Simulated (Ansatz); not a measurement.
B₂O₃:
Space group P3₁21 (No. 152); a = b = 4.344 Å, c = 8.390 Å, α = β = 90.00°, γ = 120.00°

```json
[
 {"atom": "B", "site": "6c", "symmetry": "1", "x": "0.3974", "y": "0.1676", "z": "0.1086"},
 {"atom": "O", "site": "6c", "symmetry": "1", "x": "0.1439", "y": "0.5459", "z": "0.4620"},
 {"atom": "O", "site": "3a", "symmetry": ".2.", "x": "0.1598", "y": "0.1598", "z": "0.0000"}
]
```

Relaxed with r²SCAN. Plane-wave PAW r²SCAN (Ansatz code) gives a gap of 7.35 eV.

Q: What gap does HSE06 give on the same cell (Ansatz, PAW)?

A: 8.46 eV, 1.11 eV more. The hybrid was solved on a coarser mesh and at special points; the gap given is the minimum over both.

```json
[
 {"k": "Γ", "v1 r²SCAN": "-0.31", "c1 r²SCAN": "7.44", "v1 HSE06": "(withheld)", "c1 HSE06": "(withheld)"},
 {"k": "A", "v1 r²SCAN": "-0.24", "c1 r²SCAN": "7.35", "v1 HSE06": "-0.25", "c1 HSE06": "8.46"},
 {"k": "K", "v1 r²SCAN": "-0.11", "c1 r²SCAN": "8.41", "v1 HSE06": "-0.12", "c1 HSE06": "9.56"},
 {"k": "H", "v1 r²SCAN": "-0.08", "c1 r²SCAN": "8.11", "v1 HSE06": "(withheld)", "c1 HSE06": "(withheld)"},
 {"k": "M", "v1 r²SCAN": "-0.05", "c1 r²SCAN": "7.83", "v1 HSE06": "(withheld)", "c1 HSE06": "(withheld)"},
 {"k": "L", "v1 r²SCAN": "-0.05", "c1 r²SCAN": "7.78", "v1 HSE06": "(withheld)", "c1 HSE06": "(withheld)"}
]
```

Q: Top valence (v1) and lowest conduction level (c1) in eV from each method's valence maximum (which need not be a listed point): supply the withheld HSE06 values.

A: 
- L, v1 HSE06: -0.05
- L, c1 HSE06: 8.90
- H, v1 HSE06: -0.09
- H, c1 HSE06: 9.25
- M, v1 HSE06: -0.04
- M, c1 HSE06: 8.95
- Γ, v1 HSE06: -0.26
- Γ, c1 HSE06: 8.54

Cost on shared cores: the r²SCAN run (SCF on a 7×7×4 mesh, then bands and DOS) around 5 core-minutes (rough), the HSE06 run (SCF on 4×4×2, then a few points) around 6 core-minutes (rough); the tasks are unlike.

Space group P3_121. The workflow started from a Materials Project entry (that database holds measured and hypothetical structures alike); the Crystallography Open Database files this formula in space group No. 152, but the cells were not matched. Whether it is the stable phase at ambient conditions was not checked. The cell was relaxed with r²SCAN under the symmetry of its start; its stability against distortions is not shown here.

Potentials: the later of the program's two PAW sets.
